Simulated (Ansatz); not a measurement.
Structures of Ga₂As₃: which is lowest?

Plane-wave DFT in Ansatz with scalar-relativistic PAW potentials, cutoff 420 eV, Γ-centred meshes chosen by cell and gap, Gaussian smearing with energies taken to zero width. Every cell was relaxed (cell and atoms) in a run of its own, within the symmetry of its start. Functional: PBE.

Relaxed structures (starts from databases or built by putting these elements on another compound's sites):
A. R-3c, 10 atoms in the computed cell, a = 6.151 Å, c = 21.330 Å; sites (symmetry × multiplicity) Ga 3. × 12, As .2 × 18; start: built
B. R-3m, 5 atoms in the computed cell, a = 3.853 Å, c = 24.228 Å; sites (symmetry × multiplicity) Ga 3m × 6, As -3m × 3 + 3m × 6; start: built

Question: Rank them by energy. Could pressure change the order?

Answer:
```tsv
structure	group	E − E(lowest) (meV/atom)	V (Å³/atom)	gap on mesh (eV)
B	R-3m	0.0	20.76	0.00
A	R-3c	191	23.30	0.00
```

B is lowest, 191 meV/atom under A. The lowest is also the densest of these, so pressure wouldn't bring one of the others in at first order. Other structures may lie lower than all of these, and vibrations aren't counted.